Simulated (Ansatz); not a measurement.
A relaxed cell of Al3In2As5 is given with its symmetry left out. The cell was found from a structure generator's guess, not taken from experiment.

Level of theory: DFT PBE, scalar-relativistic, plane waves, PAW in Ansatz. Cutoff 420 eV, Γ-centred mesh, Gaussian smearing, no spin polarisation.

```
Al In As
1.0
    -2.08533    2.08533   14.79195
     2.08533   -2.08533   14.79195
     2.08533    2.08533  -14.79195
Al In As
3 2 5
Direct
  0.79711 0.79711 0.00000
  0.00000 0.00000 0.00000
  0.20289 0.20289 0.00000
  0.39852 0.39852 0.00000
  0.60148 0.60148 0.00000
  0.34341 0.84341 0.50000
  0.95365 0.45365 0.50000
  0.54635 0.04635 0.50000
  0.15659 0.65659 0.50000
  0.75000 0.25000 0.50000
```

The zero of energy is the elements' standard structures at the same level; no fitted shifts are applied.

Problem. Find its symmetry and describe it.

Solution. I-4m2 (No. 119), with Al and In ordered on zinc blende sites. Conventional cell: a = 4.171 Å, c = 29.584 Å. Al on a site of symmetry 2mm is surrounded by 4 As at 2.49–2.51 Å; Al on a site of symmetry -4m2 has 4 As at 2.50 Å; In has 4 As at 2.65 Å; As on a site of symmetry 2mm has 2 Al at 2.49 Å and 2 In at 2.65 Å; 2 more sites not described.

Problem. How far does it lie from the elements in energy?

Solution. −0.374 eV/atom. Whether it is stable depends on the other phases of the system, which aren't compared here.

Problem. Is it a metal?

Solution. No, the gap on the 10×10×10 mesh is 0.68 eV.

The last run used a 10×10×10 mesh for its 10-atom cell and Gaussian smearing of 0.02 eV. Kohn–Sham gaps at this level usually fall short of measured ones. The reference form of As is held partly by dispersion forces, which this level lacks. Symmetry constrained the relaxation, so the result can be a saddle point.
